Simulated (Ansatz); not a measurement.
Data:

Si (space group Ia-3)

```
CELL_PARAMETERS angstrom
     -3.30082     3.30082     3.30082
      3.30082    -3.30082     3.30082
      3.30082     3.30082    -3.30082
ATOMIC_POSITIONS crystal
  Si 0.20461 0.20461 0.20461
  Si 0.50000 0.00000 0.29539
  Si 0.29539 0.50000 0.00000
  Si 0.00000 0.29539 0.50000
  Si 0.79539 0.79539 0.79539
  Si 0.50000 0.00000 0.70461
  Si 0.70461 0.50000 0.00000
  Si 0.00000 0.70461 0.50000
```

The volume is varied about the relaxed value V₀ at fixed cell shape. The atoms relax within the cell's symmetry.

All values below come from PBEsol (plane waves to 420 eV, PAW, scalar-relativistic; Ansatz, an electronic-structure program). k mesh 10×10×10 (Γ-centred), Fermi-Dirac smearing 0.05 eV. E stands for the smeared free energy. Compression counts positive. Si was relaxed with its symmetry unable to fall. This is one of several known forms of Si; the measured ambient cells at hand have space group No. 227. The zero of ΔE is the relaxed starting cell.

The scan covers V/V₀ from 0.900 to 1.100 in 9 points.

Q: What is ΔE at V/V₀ = 0.900?

A: 61 meV/atom.

Q: What pressure does the cell carry at V/V₀ = 0.900?

A: 11.9 GPa.

Q: What is ΔE at V/V₀ = 1.100?

A: 43 meV/atom.

(Under strain, the slope of the energy per volume gives the stress and its curvature an elastic modulus.)
